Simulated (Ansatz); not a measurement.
BaTiO3 (tetragonal-perovskite type, space group P4mm)

```yaml
crystal:
  lattice:
    - [3.95547, 0.00000, 0.00000]
    - [0.00000, 3.95547, 0.00000]
    - [0.00000, 0.00000, 4.04610]
  atoms:
    - { symbol: Ti, position: [0.50000, 0.50000, 0.44711] }
    - { symbol: Ba, position: [0.00000, 0.00000, 0.93192] }
    - { symbol: O, position: [0.50000, 0.50000, 0.90181] }
    - { symbol: O, position: [0.50000, 0.00000, 0.41258] }
    - { symbol: O, position: [0.00000, 0.50000, 0.41258] }
```

The slice is a (001) plane (indices of the conventional cell) through the point (0.000, 0.500, 0.413) (fractional), spanned by u = [100] and v = [010] in vectors of this cell: u (3.96 Å) and v (3.96 Å, at 90° to u). It covers one period; positions are fractions (u, v).

All values below come from PBEsol (plane waves to 420 eV, PAW, scalar-relativistic; Ansatz, a quantum-chemistry and plane-wave program). k mesh 8×8×8. Near the nuclei the fields are pseudised (PAW); where an atom keeps semicore shells as valence, they peak there. BaTiO3 is run without spin polarisation. BaTiO3 was relaxed with its symmetry unable to fall. The PAW data are Ansatz's earlier set.

Three fields on this plane, each scaled to ten steps between its own extremes (0 low, 9 high; the total valence density on a logarithmic scale, the potential cut 8 eV below its top; x marks points blanked near nuclei; v = 0 in the bottom row):

Map A
```
|xxxxxx001xxxxxxxxxxx100xxxxx|
|xxxxxx012xxxxxxxxxxx210xxxxx|
|xxxxx00137xxxxxxxxx73100xxxx|
|xxxxx001369xxxxxxx963100xxxx|
|xxx000012467xxxxx764210000xx|
|0000000112332101233211000000|
|0000000011111000111110000000|
|0000000000000000000000000000|
|000000000000xxxxx00000000000|
|0000000000xxxxxxxxx000000000|
|0000000000xxxxxxxxx000000000|
|000000000xxxxxxxxxxx00000000|
|000000000xxxxxxxxxxx00000000|
|000000000xxxxxxxxxxx00000000|
|000000000xxxxxxxxxxx00000000|
|000000000xxxxxxxxxxx00000000|
|0000000000xxxxxxxxx000000000|
|0000000000xxxxxxxxx000000000|
|000000000000xxxxx00000000000|
|0000000000000000000000000000|
|0000000011111000111110000000|
|0000000112332101233211000000|
|xxx000012467xxxxx764210000xx|
|xxxxx001369xxxxxxx963100xxxx|
|xxxxx00137xxxxxxxxx73100xxxx|
|xxxxxx012xxxxxxxxxxx210xxxxx|
|xxxxxx001xxxxxxxxxxx100xxxxx|
|xxxxxx000xxxxxxxxxxx000xxxxx|
```

Map B
```
|xxxxxx000xxxxxxxxxxx000xxxxx|
|xxxxxx100xxxxxxxxxxx001xxxxx|
|xxxxx32000xxxxxxxxx00023xxxx|
|xxxxx541000xxxxxxx000145xxxx|
|xxx676530000xxxxx000035676xx|
|8888887530000000000035788888|
|8889988653100000001356889988|
|9999998875421000124578899999|
|999999988653xxxxx35688999999|
|9999999987xxxxxxxxx789999999|
|8889999986xxxxxxxxx689999988|
|889899988xxxxxxxxxxx88999898|
|888899988xxxxxxxxxxx88999888|
|888899988xxxxxxxxxxx88999888|
|888899988xxxxxxxxxxx88999888|
|889899988xxxxxxxxxxx88999898|
|8889999986xxxxxxxxx689999988|
|9999999987xxxxxxxxx789999999|
|999999988653xxxxx35688999999|
|9999998875421000124578899999|
|8889988653100000001356889988|
|8888887530000000000035788888|
|xxx676530000xxxxx000035676xx|
|xxxxx541000xxxxxxx000145xxxx|
|xxxxx32000xxxxxxxxx00023xxxx|
|xxxxxx100xxxxxxxxxxx001xxxxx|
|xxxxxx000xxxxxxxxxxx000xxxxx|
|xxxxxx000xxxxxxxxxxx000xxxxx|
```

Map C
```
|xxxxxx622xxxxxxxxxxx226xxxxx|
|xxxxxx522xxxxxxxxxxx225xxxxx|
|xxxxx95213xxxxxxxxx31259xxxx|
|xxxxx841014xxxxxxx410148xxxx|
|xxx986310013xxxxx310013689xx|
|9998642100012222210001246899|
|7765321011122222221110123567|
|4432110123455666554321011234|
|211100124689xxxxx98642100111|
|0000001368xxxxxxxxx863100000|
|0000012589xxxxxxxxx985210000|
|000001369xxxxxxxxxxx96310000|
|000001479xxxxxxxxxxx97410000|
|000002479xxxxxxxxxxx97420000|
|000001479xxxxxxxxxxx97410000|
|000001369xxxxxxxxxxx96310000|
|0000012589xxxxxxxxx985210000|
|0000001368xxxxxxxxx863100000|
|211100124689xxxxx98642100111|
|4432110123455666554321011234|
|7765321011122222221110123567|
|9998642100012222210001246899|
|xxx986310013xxxxx310013689xx|
|xxxxx841014xxxxxxx410148xxxx|
|xxxxx95213xxxxxxxxx31259xxxx|
|xxxxxx522xxxxxxxxxxx225xxxxx|
|xxxxxx622xxxxxxxxxxx226xxxxx|
|xxxxxx622xxxxxxxxxxx226xxxxx|
```

Assign the maps to these fields: density of the lowest conduction band (whole band as if filled, smooth part); electron localisation function (ELF); electrostatic potential energy of an electron, from the cell's mean.

A is the density of the lowest conduction band (whole band as if filled, smooth part); B is the electrostatic potential energy of an electron, from the cell's mean; C is the electron localisation function (ELF).
